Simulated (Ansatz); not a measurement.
# Pressure gauges and gaskets: equation-of-state parameters at work

Candidates compared on computed values. Bulk modulus and its pressure derivative give the pressure that a small compression needs; a soft, simple solid makes a sensitive pressure gauge, a stiff one a good anvil or seat.

The reference row is MgO. Hydrostatic compression by 5 % of the volume (V₀/V = 1.0526), no change of phase.

Data:

Levels of theory (Ansatz, a plane-wave PAW program): B₀, B₀′: r²SCAN, Birch–Murnaghan fit of energy against volume; volume per atom: r²SCAN, relaxed cell.

Definitions used: linear estimate = B₀ × compression; P = (B₀/B₀′)[(V₀/V)^B₀′ − 1]; modulus under load = B₀ + B₀′P; relative pressure = P/P_ref.

| crystal | B₀ (GPa) | B₀′ | V (Å³/atom) | linear estimate (GPa) | Murnaghan pressure (GPa) | modulus there (GPa) | pressure (relative) |
|---|---|---|---|---|---|---|---|
| LaRh3B (cubic perovskite) | 177 | 4.5 | 15.43 | 8.9 | 10.21 | 223 | 1.07 |
| AlN (wurtzite) | 210 | 3.8 | 10.40 | 11 | 11.89 | 255 | 1.25 |
| TaSi2 (P6₂22) | 194 | 4.4 | 14.41 | 9.7 | 11.16 | 243 | 1.17 |
| LaC2 (I4/mmm, tI6) | 92.5 | 4.6 | 17.13 | 4.6 | 5.348 | 117 | 0.56 |
| MgO (rock salt), reference | 167 | 4.1 | 9.29 | 8.4 | 9.527 | 206 | 1.00 |
| HfB (rock salt) | 174 | 3.8 | 14.04 | 8.7 | 9.848 | 211 | 1.03 |
| ScB12 (Fm-3m, cF52) | 224 | 3.5 | 7.79 | 11 | 12.58 | 268 | 1.32 |
| LuOs3B2 (P6/mmm, hP6) | 279 | 4.3 | 13.10 | 14 | 16.00 | 348 | 1.68 |
| CrB (Cmcm, oS8) | 318 | 4.2 | 8.21 | 16 | 18.19 | 394 | 1.91 |
| 6H-SiC | 227 | 3.9 | 10.33 | 11 | 12.88 | 277 | 1.35 |

Started from generated or typed cells, with no claim that the phase is known: 6H-SiC. Runs started from generated or typed cells of the structure named: AlN; TaSi2; MgO. Not checked to be the ambient phase: LaRh3B (cubic perovskite); LaC2 (I4/mmm, tI6); HfB (rock salt); ScB12 (Fm-3m, cF52); LuOs3B2 (P6/mmm, hP6); CrB (Cmcm, oS8). Run without spin polarisation: CrB (Cmcm, oS8). Spin–orbit coupling is left out unless named.

Worked example:

Worked for CrB (Cmcm, oS8):

- linear estimate: 318 × 5/100 = 16 GPa
- P = (318/4.2) × (1.0526^4.2 − 1) = 18.19 GPa
- modulus there: 318 + 4.2 × 18.19 = 394 GPa
- relative pressure: 18.19/9.527 = 1.91

The steps for MgO:

- linear estimate: 167 × 5/100 = 8.4 GPa
- P = (167/4.1) × (1.0526^4.1 − 1) = 9.527 GPa
- modulus there: 167 + 4.1 × 9.527 = 206 GPa

Result:

By relative pressure (highest first): CrB (Cmcm, oS8) (1.91 ± 0.098), LuOs3B2 (P6/mmm, hP6) (1.68 ± 0.086), 6H-SiC (1.35 ± 0.069) ≈ ScB12 (Fm-3m, cF52) (1.32 ± 0.067) ≈ AlN (1.25 ± 0.064) ≈ TaSi2 (1.17 ± 0.060), LaRh3B (cubic perovskite) (1.07 ± 0.055) ≈ HfB (rock salt) (1.03 ± 0.053) ≈ MgO (1.00 ± 0.051), LaC2 (I4/mmm, tI6) (0.56 ± 0.029). The ± follows from allowances picked for this note (B₀ 5 %, B₀′ 0.4), carried to first order and added in quadrature, each row's own inputs moving alone; ≈ joins neighbours closer than their two ± added in quadrature.

The usual expectation is that B₀ falls with volume per atom (a modulus is an energy per volume, so compact lattices are stiff). These rows show that weakly (rank correlation −0.56 over 10 rows); without MgO it is −0.78.

Caveats:

B₀′ is the least certain number of such a fit, often by half a unit. Where several phases of a formula are at hand, those over 0.1 eV/atom above the lowest were not drawn (by r²SCAN where it compared them, else by the largest value; a layered or molecular lowest phase counts only with a dispersion term); other phases could lie lower still. Rows were sampled with a lean to familiar crystals, related or not, whatever their agreement with measurement; tables with many equal figures were not kept. Limits of the draw: no layered crystals, B₀′ of 2 to 8; no unfamiliar magnets, and cubic perovskites only if shown or known to be stable. As a rule kept out of such tables: 4f compounds, open-shell compounds run without a Hubbard term, cells found unstable in the tests at hand, cells close to a higher symmetry, and runs set to a pressure or over 12 % in volume from the crystal's fullest run.
